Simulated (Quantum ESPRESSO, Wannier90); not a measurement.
# Tight-binding from DFT: Hf (hcp (Mg type))

Cell from Materials Project (mp-103), symmetrised, no further relaxation. This is the element's usual structure. Method: PBEsol plane waves in Quantum ESPRESSO 7.5 (PseudoDojo norm-conserving files, 47 Ry, spinors with spin-orbit coupling), Bloch states on a 6×6×4 mesh through Γ, Wannier90 4.0.1. Density: 18×18×8 mesh, cold smearing 0.01 Ry.

```
begin unit_cell_cart
ang
    3.1923799227    0.0000000000    0.0000000000
   -1.5961899613    2.7646821116    0.0000000000
    0.0000000000    0.0000000000    5.0450400000
end unit_cell_cart
mp_grid = 6 6 4
```

Problem. Which shells of neighbouring k-points and which b-vectors and weights does Wannier90 pick for this cell and mesh?

Solution. 
```
 *---------------------------------- K-MESH ----------------------------------*
 +----------------------------------------------------------------------------+
 |                    Distance to Nearest-Neighbour Shells                    |
 |                    ------------------------------------                    |
 |          Shell             Distance (Ang^-1)          Multiplicity         |
 |          -----             -----------------          ------------         |
 |             1                   0.311355                      2            |
 |             2                   0.378777                      6            |
 |             3                   0.490320                     12            |
 |             4                   0.622709                      2            |
 |             5                   0.656061                      6            |
 |             6                   0.726194                     12            |
 |             7                   0.728861                     12            |
 |             8                   0.757554                      6            |
       ... (lines left out)
 +----------------------------------------------------------------------------+
 | The b-vectors are chosen automatically                                     |
 | The following shells are used:                       1,  2                 |
 +----------------------------------------------------------------------------+
 |                        Shell   # Nearest-Neighbours                        |
 |                        -----   --------------------                        |
 |                          1               2                                 |
 |                          2               6                                 |
 +----------------------------------------------------------------------------+
 | Completeness relation is fully satisfied [Eq. (B1), PRB 56, 12847 (1997)]  |
 +----------------------------------------------------------------------------+
 |                  b_k Vectors (Ang^-1) and Weights (Ang^2)                  |
 |                  ----------------------------------------                  |
 |            No.         b_k(x)      b_k(y)      b_k(z)        w_b           |
 |            ---        --------------------------------     --------        |
 |             1         0.000000    0.000000    0.311355     5.157740        |
 |             2         0.000000    0.000000   -0.311355     5.157740        |
 |             3         0.000000    0.378777    0.000000     2.323335        |
 |             4         0.328030    0.189388    0.000000     2.323335        |
 |             5         0.000000   -0.378777    0.000000     2.323335        |
 |             6         0.328030   -0.189388    0.000000     2.323335        |
 |             7        -0.328030   -0.189388    0.000000     2.323335        |
 |             8        -0.328030    0.189388    0.000000     2.323335        |
```
